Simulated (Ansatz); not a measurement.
Ta₅Si₃:
```cif
data_Si12Ta20
_chemical_formula_sum 'Ta20 Si12'
_space_group_name_H-M_alt 'I4/mcm'
_space_group_IT_number 140
_space_group_name_Hall '-I 4 2c'
_cell_length_a 6.50307
_cell_length_b 6.50307
_cell_length_c 11.81531
_cell_angle_alpha 90.000
_cell_angle_beta 90.000
_cell_angle_gamma 90.000
loop_
_atom_site_label
_atom_site_type_symbol
_atom_site_symmetry_multiplicity
_atom_site_Wyckoff_symbol
_atom_site_fract_x
_atom_site_fract_y
_atom_site_fract_z
_atom_site_occupancy
Ta1 Ta 16 l 0.33531 0.16469 0.15026 1
Ta2 Ta 4 c 0.00000 0.00000 0.00000 1
Si1 Si 8 h 0.13022 0.36978 0.00000 1
Si2 Si 4 a 0.00000 0.00000 0.25000 1
```
(The calculation used a cell of 16 atoms; values per cell refer to that cell.)

Relaxed with PBEsol.

Which orbitals make up the states near the Fermi level in the program Ansatz at the PBEsol level (PAW)?

Within 0.5 eV of the Fermi level: Ta 5d 85 %, Si 3p 8 %. Projections are on Löwdin-orthogonalised atomic valence shells; empty p or d shells of many metals are not among them.

Tabulate the density of states.

States/eV per cell of 16 atoms, in 0.25 eV bins, energy from the Fermi level.

```
E (eV)  total  Ta 5d  Si 3p  Ta 6s
------  -----  -----  -----  -----
-7.85    0.05   0.01   0.01   0.00
-7.60    0.00   0.00   0.00   0.00
-7.35    0.00   0.00   0.00   0.00
-7.10    0.00   0.00   0.00   0.00
-6.85    1.75   0.48   0.79   0.38
-6.60    4.99   1.33   2.16   1.13
-6.35    6.35   1.98   2.58   1.25
-6.10    5.90   2.13   2.32   0.93
-5.85    6.79   2.45   2.69   1.02
-5.60    6.02   2.30   2.33   0.80
-5.35    4.03   1.61   1.59   0.50
-5.10    4.39   1.91   1.65   0.50
-4.85    6.16   2.93   2.21   0.66
-4.60    7.75   3.73   2.88   0.72
-4.35    9.77   4.62   3.96   0.72
-4.10    7.81   3.58   3.18   0.66
-3.85   14.41   7.48   5.72   0.60
-3.60   17.02   9.31   6.58   0.48
-3.35   11.06   6.21   4.07   0.37
-3.10   11.83   6.56   4.31   0.47
-2.85    9.56   5.91   2.83   0.35
-2.60   11.51   7.97   2.59   0.38
-2.35   13.51  10.83   1.70   0.44
-2.10   19.52  16.75   1.41   0.55
-1.85   17.41  14.23   1.50   0.61
-1.60   12.26  10.12   1.03   0.31
-1.35   10.55   8.54   1.00   0.26
-1.10   10.06   8.16   0.97   0.28
-0.85    6.00   4.94   0.53   0.18
-0.60    3.00   2.46   0.29   0.08
-0.35    3.82   3.33   0.28   0.05
-0.10    5.33   4.59   0.41   0.07
0.15     6.98   5.95   0.56   0.10
0.40     8.34   7.02   0.69   0.17
0.65     8.88   7.45   0.67   0.23
0.90     9.46   8.06   0.62   0.24
1.15    11.48   9.79   0.75   0.30
1.40    11.88  10.09   0.77   0.34
1.65    14.89  12.65   0.91   0.45
1.90    15.77  13.23   0.98   0.61
2.15    14.34  12.07   0.75   0.53
2.40    11.79   9.81   0.63   0.45
2.65     9.01   7.07   0.61   0.47
2.90     9.75   7.56   0.89   0.39
3.15    12.64   9.59   1.25   0.52
3.40    11.31   8.44   1.17   0.51
3.65    13.53   9.85   1.32   0.90
3.90    11.56   8.03   1.19   0.88
4.15    11.04   6.86   1.29   0.95
4.40    11.95   7.33   1.63   1.07
4.65    10.03   5.86   1.41   0.95
```

The first step of the workflow began from a Materials Project structure, measured or hypothetical; the Crystallography Open Database files this formula in space group No. 140, but the cells were not matched. Its standing as an ambient phase is unchecked. The PBEsol relaxation kept the symmetry of its start; whether a distortion lowers the energy is not shown. No spin polarisation was allowed. Scalar-relativistic: spin–orbit coupling is off unless named, which matters more the heavier the elements.

Potentials: the later of the program's two PAW sets.
